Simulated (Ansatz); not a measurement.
Here is the system:

BiTe:
```cif
data_BiTe
_chemical_formula_sum 'Bi1 Te1'
_space_group_name_H-M_alt 'P 1'
_space_group_IT_number 1
_cell_length_a 4.52131
_cell_length_b 4.52131
_cell_length_c 4.52131
_cell_angle_alpha 60.000
_cell_angle_beta 60.000
_cell_angle_gamma 60.000
loop_
_space_group_symop_operation_xyz
  'x, y, z'
loop_
_atom_site_label
_atom_site_type_symbol
_atom_site_fract_x
_atom_site_fract_y
_atom_site_fract_z
_atom_site_occupancy
Bi1 Bi 0.00000 0.00000 0.00000 1
Te1 Te 0.50000 0.50000 0.50000 1
```

This is the PBEsol-relaxed structure.

Problem. All from the program Ansatz at the PBEsol level (PAW), unless another level is named. Predict the bulk modulus (Birch–Murnaghan fit).

Solution. 54.5 GPa.

Problem. What about the highest zone-centre frequency?

Solution. 99 cm^-1.

Problem. Next, the elastic constants (relaxed ions, GPa)?

Solution. C11 = 118, C12 = 22.6, C44 = -1.7.

Space group Fm-3m (rock salt). The workflow started from a Materials Project entry (that database holds measured and hypothetical structures alike); the Crystallography Open Database files this formula in space group No. 225, but the cells were not matched. Whether it is the stable phase at ambient conditions was not checked. Symmetry was held in the PBEsol relaxation; of distortions, only those at the zone centre were tested. With an odd number of electrons in the cell and no spin polarisation, the count alone makes it a metal. As this level gives no gap, shear constants depend on the k-mesh and smearing (Fermi–Dirac, 0.1 eV here). As this level gives no gap, phonon frequencies hold no LO–TO term and depend on the k-mesh and smearing (Fermi–Dirac, 0.1 eV here). Spin–orbit coupling is left out wherever it is not named.

Potentials: the earlier of the program's two PAW sets.
